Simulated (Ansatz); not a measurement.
Data:

CuAu (CuAu type, space group P4/mmm)

```
CELL_PARAMETERS angstrom
      2.88152     0.00000     0.00000
      0.00000     2.88152     0.00000
      0.00000     0.00000     3.61476
ATOMIC_POSITIONS crystal
  Cu 0.50000 0.50000 0.50000
  Au 0.00000 0.00000 0.00000
```

In each cell atom 2 (Au, nearest neighbour Cu at 2.724 Å; its periodic images, 2.9 Å or more away, move with it) moves by s·(1.000, 0.000, 0.000) (along Cartesian x), the rest being held.

All values below come from PBE (plane waves to 420 eV, PAW, scalar-relativistic; Ansatz, a first-principles code). k mesh 13×13×10 (Γ-centred), Fermi-Dirac smearing 0.05 eV. E stands for the smeared free energy. With partly filled bands, energies and forces of such displacements shift with the k mesh and the smearing. CuAu is run without spin polarisation. CuAu was relaxed with its symmetry unable to fall. Spin-orbit coupling is left out, though Au is heavy. The zero of ΔE is the undisplaced structure.

The scan covers s from -0.270 to 0.270 Å in 11 points.

Q: Is this a single well or a double well?

A: A single well with its minimum at or next to zero displacement.

Q: Is the energy the same for equal positive and negative displacements?

A: Even: the same for both signs. With its periodic images moving along, the atom's site symmetry in this cell is 4/mmm.

Q: What is the force constant k = d²E/ds² of this move at s = 0?

A: 3.43 eV/Å².

Q: With two atoms in the cell this is the zone-centre optical mode. What wavenumber follows?

A: 139 cm⁻¹.

(A displaced cell: forces are minus the slopes of the energy, force constants its curvatures, and phonons follow from these.)
